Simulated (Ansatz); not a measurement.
**Ce$_{3}$Bi$_{4}$Pd$_{3}$: computed property card**

Ce$_{3}$Bi$_{4}$Pd$_{3}$:
```yaml
crystal:
  lattice:
    - [-4.94793, 4.94793, 4.94793]
    - [4.94793, -4.94793, 4.94793]
    - [4.94793, 4.94793, -4.94793]
  atoms:
    - { symbol: Ce, position: [0.62500, 0.37500, 0.25000] }
    - { symbol: Ce, position: [0.87500, 0.12500, 0.75000] }
    - { symbol: Ce, position: [0.25000, 0.62500, 0.37500] }
    - { symbol: Ce, position: [0.75000, 0.87500, 0.12500] }
    - { symbol: Ce, position: [0.37500, 0.25000, 0.62500] }
    - { symbol: Ce, position: [0.12500, 0.75000, 0.87500] }
    - { symbol: Bi, position: [0.50000, 0.00000, 0.82704] }
    - { symbol: Bi, position: [0.00000, 0.32704, 0.50000] }
    - { symbol: Bi, position: [0.67296, 0.67296, 0.67296] }
    - { symbol: Bi, position: [0.32704, 0.50000, 0.00000] }
    - { symbol: Bi, position: [0.00000, 0.82704, 0.50000] }
    - { symbol: Bi, position: [0.50000, 0.00000, 0.32704] }
    - { symbol: Bi, position: [0.82704, 0.50000, 0.00000] }
    - { symbol: Bi, position: [0.17296, 0.17296, 0.17296] }
    - { symbol: Pd, position: [0.87500, 0.25000, 0.12500] }
    - { symbol: Pd, position: [0.75000, 0.37500, 0.62500] }
    - { symbol: Pd, position: [0.62500, 0.75000, 0.37500] }
    - { symbol: Pd, position: [0.25000, 0.12500, 0.87500] }
    - { symbol: Pd, position: [0.12500, 0.87500, 0.25000] }
    - { symbol: Pd, position: [0.37500, 0.62500, 0.75000] }
```

Space group I-43d (No. 220); conventional cell a = b = c = 9.896 Å, α = β = γ = 90.00°.

Method: PBEsol (plane waves, PAW; program Ansatz). Structure relaxed to zero pressure with the same functional. Other levels are named where they apply.

**Cell and energy**

Volume per atom: 24.23 Å³
Density: 10.80 g/cm³
Formation energy from the elements (no fitted shifts): -0.79 eV/atom

**Electronic structure**

- Band gap: 0.21 eV (indirect)
- Valence-band maximum: at H
- Conduction-band minimum: on the Γ–H line, 21 % of the way from Γ (6 equivalent valleys)
- Smallest direct gap on the standard path: 0.27 eV
- Electron effective mass: 3.3, 4.7, 4.7 mₑ (principal values)
- Gap with spin–orbit coupling: 0.17 eV (the band order may be inverted)

**Mechanics**

* **Bulk modulus (Birch–Murnaghan fit)**: 87.7 GPa
* **Pressure derivative B′**: 5.0
* **Elastic constants (relaxed ions, GPa)**: C11 = 138, C12 = 62.9, C44 = 40.1
* **Mechanical stability**: stable (all eigenvalues of C positive)
* **Hill bulk and shear moduli**: 87.8 and 39.0 GPa
* **Young's modulus**: 102 GPa
* **Poisson's ratio**: 0.31
* **Debye temperature from the elastic constants**: 219 K

**Phonons**

* **Highest zone-centre frequency (without LO–TO term)**: 173 cm⁻¹
* **Zone-centre stability**: no imaginary mode at Γ

The workflow started from a Materials Project entry (that database holds measured and hypothetical structures alike); the Crystallography Open Database copy checked does not list it. Its standing as an ambient phase is unchecked. Symmetry was held in the PBEsol relaxation. The run is not spin-polarised. The 4f shell is in the valence. No Hubbard U is applied. The references are the lowest solids computed at this level, not always the standard phases. Spin–orbit coupling is left out wherever it is not named.

Potentials: the later of the program's two PAW sets.
